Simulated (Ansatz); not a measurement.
Data:

PbS:
```yaml
crystal:
  lattice:
    - [0.00000, 2.98724, 2.98724]
    - [2.98724, 0.00000, 2.98724]
    - [2.98724, 2.98724, 0.00000]
  atoms:
    - { symbol: Pb, position: [0.00000, 0.00000, 0.00000] }
    - { symbol: S, position: [0.50000, 0.50000, 0.50000] }
```

This is the r²SCAN-relaxed structure.

Task: All from plane-wave PAW r²SCAN (Ansatz code), unless another level is named. Give the hole effective mass.

Result: 0.13, 0.13, 0.23 mₑ (principal values).

Task: What about the electron effective mass?

Result: 0.17, 0.17, 0.19 mₑ (principal values).

Task: And the band gap?

Result: 0.69 eV (direct).

Task: Give the weight of the conduction-edge state by species (Voronoi cells).

Result: Pb 61 %, S 39 %.

Task: Predict the weight of the valence-edge state by species (Voronoi cells).

Result: S 69 %, Pb 31 %.

Task: Predict the valence-band maximum.

Result: at L.

Space group Fm-3m (rock salt). The cell was relaxed with r²SCAN under the symmetry of its start. Scalar-relativistic: spin–orbit coupling is off unless named, which matters more the heavier the elements.

Potentials: the later of the program's two PAW sets.
